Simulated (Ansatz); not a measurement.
BBi built on the zincblende prototype, relaxed with r2SCAN, was run in Ansatz 0.2.0 under altered settings. All numbers are computed, without spin polarisation but where a row says otherwise.

```xyz
2
Lattice="0.0000 2.7449 2.7449 2.7449 0.0000 2.7449 2.7449 2.7449 0.0000" Properties=species:S:1:pos:R:3 pbc="T T T"
B     0.0000    0.0000    0.0000
Bi    1.3724    1.3724    1.3724
```

The base run's other keys:
```yaml
kpoints:
  mp_grid: { grid: [4, 4, 4] }
hamiltonian:
  xc: hse06
scf:
  occupations: { method: fixed }
  n_extra_bands: 4
```

It takes 13 iterations with 869 plane waves at 420 eV and 8 k points, and leaves a mean stress of -1.90 GPa. The gap over this mesh is 0.995 eV. It ran on 4 threads of Arm Neoverse N1 (shared host).

Outcomes, with energy and stress as changes against the base:

| setting | outcome | ΔF (meV/atom) | Δ mean stress (GPa) | gap on the mesh (eV) | iterations | wall time |
| --- | --- | --- | --- | --- | --- | --- |
| PBE hybrid, exx coeff 0.75, omega 0.3 1/Å | converged | – | -4.3 | 1.876 | 18 | 11 s |
| PBE hybrid, exx coeff 0.4, omega 0.3 1/Å | converged | – | -1.1 | 1.133 | 15 | 8.9 s |
| PBE hybrid, exx coeff 0.35, unscreened | converged | – | -1.4 | 2.214 | 14 | 8.4 s |
| PBE hybrid, exx coeff 0.1, omega 0.2078 1/Å | converged | – | +1.7 | 0.560 | 12 | 7.8 s |
| scf.n_extra_bands: 0 | converged | 0.0 | 0.0 | 0.995 | 14 | 8 s |

A dash marks a value that wasn't obtained or can't be compared. Stress is positive in compression. The base took 8.4 s.

- PBE hybrid, exx coeff 0.75, omega 0.3 1/Å. That is 75 % exact exchange, screened with ω = 0.3 1/Å, against HSE06's 25 % screened at 0.208 1/Å. The mean stress moves by -4.3 GPa and the gap on the mesh by +0.880 eV (to 1.876). Totals of different functionals aren't comparable.
- PBE hybrid, exx coeff 0.4, omega 0.3 1/Å. That is 40 % exact exchange, screened with ω = 0.3 1/Å, against HSE06's 25 % screened at 0.208 1/Å. The mean stress moves by -1.1 GPa and the gap on the mesh by +0.137 eV (to 1.133). Totals of different functionals aren't comparable.
- PBE hybrid, exx coeff 0.35, unscreened. That is 35 % exact exchange, at all ranges, against HSE06's 25 % screened at 0.208 1/Å. The mean stress moves by -1.4 GPa and the gap on the mesh by +1.219 eV (to 2.214). Totals of different functionals aren't comparable.
- PBE hybrid, exx coeff 0.1, omega 0.2078 1/Å. That is 10 % exact exchange, screened with ω = 0.2078 1/Å, against HSE06's 25 % screened at 0.208 1/Å. The mean stress moves by +1.7 GPa and the gap on the mesh by -0.435 eV (to 0.560). Totals of different functionals aren't comparable.

Within 1 meV an atom, 0.1 GPa and 0.005 eV of the base stay: scf.n_extra_bands: 0.

Spin-orbit coupling is left out; in compounds of Pb, Bi, Tl or Hg it can lower a gap by up to about 1 eV, split its edges or invert the bands.

The program warns that its thresholds are loose for a hybrid's stress.

The meshes of the hybrids are coarse, so their gaps aren't converged to the digits shown.
